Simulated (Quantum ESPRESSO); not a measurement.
# AsSiF3O3: finding a planted mistake in a log

Simulated, not a measurement. The program is pw.x of Quantum ESPRESSO 7.5 (plane-wave density functional theory). The cell is made up: 8 atoms on a quartz lattice with one site empty, with randomly drawn elements, strain and displacements, not relaxed. PseudoDojo standard norm-conserving files (v0.5 for PBE, v0.4.1 for LDA and PBEsol) set the functional; there is no spin polarisation, spin-orbit coupling or dispersion term, and the masses in the input are unused placeholders.

Intended input:

```
&control calculation='scf', pseudo_dir='./dojo.nc.sr.pbe.v0_5.standard.upf', outdir='./o', disk_io='low', tprnfor=.true., tstress=.true. /
&system ibrav=0, nat=8, ntyp=4, nbnd=35, ecutwfc=84.00895049, nosym=.true., tot_charge=0,
 occupations='smearing', smearing='fd', degauss=0.0018374661
/
&electrons conv_thr=7.350e-09, electron_maxstep=60, /
ATOMIC_SPECIES
As 1.0 As.upf
F 1.0 F.upf
O 1.0 O.upf
Si 1.0 Si.upf
CELL_PARAMETERS angstrom
5.0739 -0.062 -0.0703
-2.5907 4.5026 0.0262
-0.0771 -0.0113 5.4803
ATOMIC_POSITIONS angstrom
As 2.3326 0.0048 3.5309
Si 1.3489 2.424 0.0299
F 1.4804 1.1349 4.0789
O 3.21 0.5581 2.4643
F 2.6782 2.6482 0.608
F 0.2661 1.883 1.1672
O -1.2253 3.3264 2.9791
O 0.6607 3.8299 4.8217
K_POINTS automatic
5 5 4 1 1 1
```

The log is shortened where brackets say so; the opening notice, blank lines, dates and the lines on written files are dropped, and the path of the files is cut. It prints rydbergs, bohrs and kilobars, and counts compression as positive stress. Where no state is partly filled, the Fermi energy that it prints is only some level between the filled and the empty states on the mesh, and need not lie in the true gap.

Log of the intended run:

```
     Program PWSCF v.7.5
     Parallel version (MPI & OpenMP), running on       4 processor cores
     Number of MPI processes:                 4
     Threads/MPI process:                     1
     [start-up lines left out]
     bravais-lattice index     =            0
     lattice parameter (alat)  =       9.5899  a.u.
     unit-cell volume          =     838.7938 (a.u.)^3
     number of atoms/cell      =            8
     number of atomic types    =            4
     number of electrons       =        58.00
     number of Kohn-Sham states=           35
     kinetic-energy cutoff     =      84.0090  Ry
     charge density cutoff     =     336.0358  Ry
     scf convergence threshold =      7.3E-09
     mixing beta               =       0.7000
     number of iterations used =            8  plain     mixing
     Exchange-correlation= PBE
                           (   1   4   3   4   0   0   0)
     [axes and pseudopotential details left out]
   Cartesian axes
     site n.     atom                  positions (alat units)
         1        As     tau(   1) = (   0.4596468   0.0009459   0.6957760  )
         2        Si     tau(   2) = (   0.2658054   0.4776575   0.0058919  )
         3        F      tau(   3) = (   0.2917179   0.2236359   0.8037612  )
         4        O      tau(   4) = (   0.6325415   0.1099755   0.4855988  )
         5        F      tau(   5) = (   0.5277485   0.5218369   0.1198085  )
         6        F      tau(   6) = (   0.0524359   0.3710516   0.2300008  )
         7        O      tau(   7) = (  -0.2414496   0.6554785   0.5870419  )
         8        O      tau(   8) = (   0.1301932   0.7546949   0.9501325  )
     number of k points=    50  Fermi-Dirac smearing, width (Ry)=  0.0018
                       cart. coord. in units 2pi/alat
        k(    1) = (   0.1037442   0.1717156   0.1175638), wk =   0.0400000
        k(    2) = (   0.1069585   0.1722176   0.3491104), wk =   0.0400000
     [further k points left out]
     Dense  grid:    87217 G-vectors     FFT dimensions: (  60,  60,  64)
     Estimated max dynamical RAM per process >     190.06 MB
     Estimated total dynamical RAM >     696.38 MB
     Initial potential from superposition of free atoms
     starting charge      57.9991, renormalised to      58.0000
     Starting wfcs are   37 randomized atomic wfcs
     total cpu time spent up to now is        2.7 secs
     per-process dynamical memory:   147.0 Mb
     Self-consistent Calculation
     iteration #  1     ecut=    84.01 Ry     beta= 0.70
     Davidson diagonalization with overlap
     ethr =  1.00E-02,  avg # of iterations =  3.1
     total cpu time spent up to now is        8.1 secs
     total energy              =    -466.44672873 Ry
     estimated scf accuracy    <       2.28684033 Ry
     iteration #  2     ecut=    84.01 Ry     beta= 0.70
     Davidson diagonalization with overlap
     ethr =  3.94E-03,  avg # of iterations =  4.1
     total cpu time spent up to now is       13.4 secs
     total energy              =    -465.88163771 Ry
     estimated scf accuracy    <       7.35823406 Ry
     [iterations 3 to 12 left out]
     iteration # 13     ecut=    84.01 Ry     beta= 0.70
     Davidson diagonalization with overlap
     ethr =  1.35E-10,  avg # of iterations =  2.0
     total cpu time spent up to now is       61.6 secs
     total energy              =    -467.50543272 Ry
     estimated scf accuracy    <       0.00000001 Ry
     iteration # 14     ecut=    84.01 Ry     beta= 0.70
     Davidson diagonalization with overlap
     ethr =  2.13E-11,  avg # of iterations =  2.0
     total cpu time spent up to now is       65.7 secs
     End of self-consistent calculation
     [lines on levels left out]
     the Fermi energy is     3.5231 ev
!    total energy              =    -467.50543272 Ry
     estimated scf accuracy    <          7.9E-10 Ry
     smearing contrib. (-TS)   =      -0.00000000 Ry
     internal energy E=F+TS    =    -467.50543272 Ry
     The total energy is F=E-TS. E is the sum of the following terms:
     one-electron contribution =    -355.98523006 Ry
     hartree contribution      =     203.43990888 Ry
     xc contribution           =    -109.39735255 Ry
     ewald contribution        =    -205.56275899 Ry
     convergence has been achieved in  14 iterations
     Forces acting on atoms (cartesian axes, Ry/au):
     atom    1 type  1   force =     0.07143477   -0.57376828   -0.14391374
     atom    2 type  4   force =    -0.27871313    0.08745794   -0.01094337
     atom    3 type  2   force =    -0.31502988    0.43702453    0.27459920
     atom    4 type  3   force =     0.24262666    0.16890630   -0.24815078
     atom    5 type  2   force =     0.15748699    0.00565848    0.04146555
     atom    6 type  2   force =     0.08345755    0.00649410   -0.09986466
     atom    7 type  3   force =    -0.05882397   -0.01892781    0.04839755
     atom    8 type  3   force =     0.09756102   -0.11284527    0.13841025
     Total force =     1.022836     Total SCF correction =     0.000064
     Computing stress (Cartesian axis) and pressure
          total   stress  (Ry/bohr**3)                   (kbar)     P=      174.88
   0.00157268  -0.00025488  -0.00043688          231.35      -37.49      -64.27
  -0.00025488   0.00113090   0.00028404          -37.49      166.36       41.78
  -0.00043688   0.00028404   0.00086279          -64.27       41.78      126.92
     init_run     :      2.57s CPU      2.68s WALL (       1 calls)
     electrons    :     62.70s CPU     62.98s WALL (       1 calls)
     forces       :      0.71s CPU      0.72s WALL (       1 calls)
     stress       :      2.46s CPU      2.46s WALL (       1 calls)
     [timing details left out]
     PWSCF        :   1m 8.53s CPU   1m 8.94s WALL
     JOB DONE.
```

A second run was made from an input with one planted mistake. Its log:

```
     Program PWSCF v.7.5
     Parallel version (MPI & OpenMP), running on       4 processor cores
     Number of MPI processes:                 4
     Threads/MPI process:                     1
     [start-up lines left out]
     bravais-lattice index     =            0
     lattice parameter (alat)  =       9.5899  a.u.
     unit-cell volume          =     838.7938 (a.u.)^3
     number of atoms/cell      =            8
     number of atomic types    =            4
     number of electrons       =        58.00
     number of Kohn-Sham states=           35
     kinetic-energy cutoff     =      84.0090  Ry
     charge density cutoff     =     336.0358  Ry
     scf convergence threshold =      5.1E-02
     mixing beta               =       0.7000
     number of iterations used =            8  plain     mixing
     Exchange-correlation= PBE
                           (   1   4   3   4   0   0   0)
     [axes and pseudopotential details left out]
   Cartesian axes
     site n.     atom                  positions (alat units)
         1        As     tau(   1) = (   0.4596468   0.0009459   0.6957760  )
         2        Si     tau(   2) = (   0.2658054   0.4776575   0.0058919  )
         3        F      tau(   3) = (   0.2917179   0.2236359   0.8037612  )
         4        O      tau(   4) = (   0.6325415   0.1099755   0.4855988  )
         5        F      tau(   5) = (   0.5277485   0.5218369   0.1198085  )
         6        F      tau(   6) = (   0.0524359   0.3710516   0.2300008  )
         7        O      tau(   7) = (  -0.2414496   0.6554785   0.5870419  )
         8        O      tau(   8) = (   0.1301932   0.7546949   0.9501325  )
     number of k points=    50  Fermi-Dirac smearing, width (Ry)=  0.0018
                       cart. coord. in units 2pi/alat
        k(    1) = (   0.1037442   0.1717156   0.1175638), wk =   0.0400000
        k(    2) = (   0.1069585   0.1722176   0.3491104), wk =   0.0400000
     [further k points left out]
     Dense  grid:    87217 G-vectors     FFT dimensions: (  60,  60,  64)
     Estimated max dynamical RAM per process >     190.06 MB
     Estimated total dynamical RAM >     696.38 MB
     Initial potential from superposition of free atoms
     starting charge      57.9991, renormalised to      58.0000
     Starting wfcs are   37 randomized atomic wfcs
     total cpu time spent up to now is        2.2 secs
     per-process dynamical memory:   144.9 Mb
     Self-consistent Calculation
     iteration #  1     ecut=    84.01 Ry     beta= 0.70
     Davidson diagonalization with overlap
     ethr =  1.00E-02,  avg # of iterations =  3.1
     total cpu time spent up to now is        5.9 secs
     total energy              =    -466.44672873 Ry
     estimated scf accuracy    <       2.28684033 Ry
     iteration #  2     ecut=    84.01 Ry     beta= 0.70
     Davidson diagonalization with overlap
     ethr =  3.94E-03,  avg # of iterations =  4.1
     total cpu time spent up to now is        9.6 secs
     total energy              =    -465.88163771 Ry
     estimated scf accuracy    <       7.35823406 Ry
     [iterations 3 to 4 left out]
     iteration #  5     ecut=    84.01 Ry     beta= 0.70
     Davidson diagonalization with overlap
     ethr =  2.91E-04,  avg # of iterations =  1.5
     total cpu time spent up to now is       18.0 secs
     total energy              =    -467.49824836 Ry
     estimated scf accuracy    <       0.05812041 Ry
     iteration #  6     ecut=    84.01 Ry     beta= 0.70
     Davidson diagonalization with overlap
     ethr =  1.00E-04,  avg # of iterations =  4.5
     total cpu time spent up to now is       21.1 secs
     End of self-consistent calculation
     [lines on levels left out]
     the Fermi energy is     3.5958 ev
!    total energy              =    -467.50372646 Ry
     estimated scf accuracy    <       0.00341185 Ry
     smearing contrib. (-TS)   =      -0.00000000 Ry
     internal energy E=F+TS    =    -467.50372646 Ry
     The total energy is F=E-TS. E is the sum of the following terms:
     one-electron contribution =    -356.00040658 Ry
     hartree contribution      =     203.45125554 Ry
     xc contribution           =    -109.39181643 Ry
     ewald contribution        =    -205.56275899 Ry
     convergence has been achieved in   6 iterations
     Forces acting on atoms (cartesian axes, Ry/au):
     atom    1 type  1   force =     0.05756736   -0.56855411   -0.16317566
     atom    2 type  4   force =    -0.27780458    0.08357990   -0.00608406
     atom    3 type  2   force =    -0.31048527    0.42905462    0.26229465
     atom    4 type  3   force =     0.24180254    0.16555516   -0.24292467
     atom    5 type  2   force =     0.17105262    0.00948716    0.05435374
     atom    6 type  2   force =     0.07758380    0.00618453   -0.08626735
     atom    7 type  3   force =    -0.05407499   -0.01707516    0.05017572
     atom    8 type  3   force =     0.09435853   -0.10823211    0.13162762
     Total force =     1.010470     Total SCF correction =     0.213207
     SCF correction compared to forces is large: reduce conv_thr to get better values
     Computing stress (Cartesian axis) and pressure
          total   stress  (Ry/bohr**3)                   (kbar)     P=      163.20
   0.00147828  -0.00034174  -0.00045439          217.46      -50.27      -66.84
  -0.00034174   0.00105597   0.00035070          -50.27      155.34       51.59
  -0.00045439   0.00035070   0.00079405          -66.84       51.59      116.81
     init_run     :      2.11s CPU      2.18s WALL (       1 calls)
     electrons    :     18.81s CPU     18.92s WALL (       1 calls)
     forces       :      0.58s CPU      0.58s WALL (       1 calls)
     stress       :      1.92s CPU      1.92s WALL (       1 calls)
     [timing details left out]
     PWSCF        :     23.49s CPU     23.69s WALL
     JOB DONE.
```

Question: what was wrong in the second input?

Answer: the self-consistency threshold is too loose. The input lines that differ, file-writing options aside:

```
- &electrons conv_thr=7.350e-09, electron_maxstep=60, /
+ &electrons conv_thr=5.145e-02, electron_maxstep=60, /
```

|  | intended run | run with the mistake |
| --- | --- | --- |
| free energy (eV) | -6360.735 | -6360.712 |
| smearing term -TS (eV) | 0.0000 | 0.0000 |
| pressure (GPa) | 17.49 | 16.32 |
| largest force component (eV/Å) | 14.752 | 14.618 |
| largest change of a force component (eV/Å) |  | 0.495 |
| iterations | 14 | 6 |

For scale, a rerun of the intended cell at 1437 eV and a 7 x 7 x 6 mesh moved values by no more than 0.004 eV in energy, 0.02 GPa in stress and 0.003 eV/Å in force.